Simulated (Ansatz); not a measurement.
PbS (rock salt)

```xyz
2
Lattice="0.0000 2.9513 2.9513 2.9513 0.0000 2.9513 2.9513 2.9513 0.0000" Properties=species:S:1:pos:R:3 pbc="T T T"
S      0.0000     0.0000     0.0000
Pb     2.9513     2.9513     2.9513
```

The slice is a {100} plane (indices of the conventional cell) through the point (0.000, 0.000, 0.000) (fractional), spanned by u = [100] and v = [0 1 -1] in vectors of this cell: u (4.17 Å) and v (4.17 Å, at 90° to u). It covers one period; positions are fractions (u, v).

All values below come from PBEsol (plane waves to 420 eV, PAW, scalar-relativistic; Ansatz, a first-principles code). k mesh 10×10×10. Near the nuclei the fields are pseudised (PAW); where an atom keeps semicore shells as valence, they peak there. PbS was relaxed with its symmetry unable to fall. Spin-orbit coupling is left out, though Pb is heavy.

Three fields on this plane, each scaled to ten steps between its own extremes (0 low, 9 high; the total valence density on a logarithmic scale, the potential cut 8 eV below its top; x marks points blanked near nuclei; v = 0 in the bottom row):

Map A
```
|xxxxxxxx36899999999999863xxxxxxx|
|xxxxxxxx36899999999999863xxxxxxx|
|xxxxxxxx47889888888898874xxxxxxx|
|xxxxxxx2578887777777888752xxxxxx|
|xxxxxx146777665555566777641xxxxx|
|xxxxx14567665433233456676541xxxx|
|xxxx2456665321000001235666542xxx|
|23345666543100000000013456665433|
|6667777642000xxxxxxx000246777766|
|888887653000xxxxxxxxx00035678888|
|99988753100xxxxxxxxxxx0013578899|
|9999875200xxxxxxxxxxxxx002578999|
|999876410xxxxxxxxxxxxxxx01467899|
|999875300xxxxxxxxxxxxxxx00357899|
|999875300xxxxxxxxxxxxxxx00357899|
|999875200xxxxxxxxxxxxxxx00257899|
|999875300xxxxxxxxxxxxxxx00357899|
|999875300xxxxxxxxxxxxxxx00357899|
|999876410xxxxxxxxxxxxxxx01467899|
|9999875200xxxxxxxxxxxxx002578999|
|99988753100xxxxxxxxxxx0013578899|
|888887653000xxxxxxxxx00035678888|
|6667777642000xxxxxxx000246777766|
|23345666543100000000013456665433|
|xxxx2456665321000001235666542xxx|
|xxxxx14567665433233456676541xxxx|
|xxxxxx146777665555566777641xxxxx|
|xxxxxxx2578887777777888752xxxxxx|
|xxxxxxxx47889888888898874xxxxxxx|
|xxxxxxxx36899999999999863xxxxxxx|
|xxxxxxxx36899999999999863xxxxxxx|
|xxxxxxxx26899999999999862xxxxxxx|
```

Map B
```
|xxxxxxxx87542100000124578xxxxxxx|
|xxxxxxxx86542110001124568xxxxxxx|
|xxxxxxxx76543211111234567xxxxxxx|
|xxxxxxx8765432222222345678xxxxxx|
|xxxxxx986554433333334455689xxxxx|
|xxxxx98765554555555545556789xxxx|
|xxxx8876655566777776655566788xxx|
|88877666566778899988776656667788|
|7766655566789xxxxxxx987665556667|
|555555556789xxxxxxxxx98765555555|
|44444455789xxxxxxxxxxx9875544444|
|2223344679xxxxxxxxxxxxx976443322|
|111223568xxxxxxxxxxxxxxx86532211|
|001123578xxxxxxxxxxxxxxx87532110|
|000123579xxxxxxxxxxxxxxx97532100|
|000123579xxxxxxxxxxxxxxx97532100|
|000123579xxxxxxxxxxxxxxx97532100|
|001123578xxxxxxxxxxxxxxx87532110|
|111223568xxxxxxxxxxxxxxx86532211|
|2223344679xxxxxxxxxxxxx976443322|
|44444455789xxxxxxxxxxx9875544444|
|555555556789xxxxxxxxx98765555555|
|7766655566789xxxxxxx987665556667|
|88877666566778899988776656667788|
|xxxx8876655566777776655566788xxx|
|xxxxx98765554555555545556789xxxx|
|xxxxxx986554433333334455689xxxxx|
|xxxxxxx8765432222222345678xxxxxx|
|xxxxxxxx76543211111234567xxxxxxx|
|xxxxxxxx86542110001124568xxxxxxx|
|xxxxxxxx87542100000124578xxxxxxx|
|xxxxxxxx87542100000124578xxxxxxx|
```

Map C
```
|xxxxxxxx98742100000124789xxxxxxx|
|xxxxxxxx98642100000124689xxxxxxx|
|xxxxxxxx97531100000113579xxxxxxx|
|xxxxxxx9864211111111124689xxxxxx|
|xxxxxx987432111111111234789xxxxx|
|xxxxx99753212222222221235799xxxx|
|xxxx9875322223333333222235789xxx|
|99998753222233444443322223578999|
|9887643222234xxxxxxx432222346788|
|776543222234xxxxxxxxx43222234567|
|54432212234xxxxxxxxxxx4322122344|
|2221112234xxxxxxxxxxxxx432211122|
|111111233xxxxxxxxxxxxxxx33211111|
|000011234xxxxxxxxxxxxxxx43211000|
|000011234xxxxxxxxxxxxxxx43211000|
|000011234xxxxxxxxxxxxxxx43211000|
|000011234xxxxxxxxxxxxxxx43211000|
|000011234xxxxxxxxxxxxxxx43211000|
|111111233xxxxxxxxxxxxxxx33211111|
|2221112234xxxxxxxxxxxxx432211122|
|54432212234xxxxxxxxxxx4322122344|
|776543222234xxxxxxxxx43222234567|
|9887643222234xxxxxxx432222346788|
|99998753222233444443322223578999|
|xxxx9875322223333333222235789xxx|
|xxxxx99753212222222221235799xxxx|
|xxxxxx987432111111111234789xxxxx|
|xxxxxxx9864211111111124689xxxxxx|
|xxxxxxxx97531100000113579xxxxxxx|
|xxxxxxxx98642100000124689xxxxxxx|
|xxxxxxxx98742100000124789xxxxxxx|
|xxxxxxxx99752100000125799xxxxxxx|
```

Task: Assign the maps to these fields: electron localisation function (ELF); valence electron density; electrostatic potential energy of an electron, from the cell's mean.

Result: A is the electrostatic potential energy of an electron, from the cell's mean; B is the valence electron density; C is the electron localisation function (ELF).
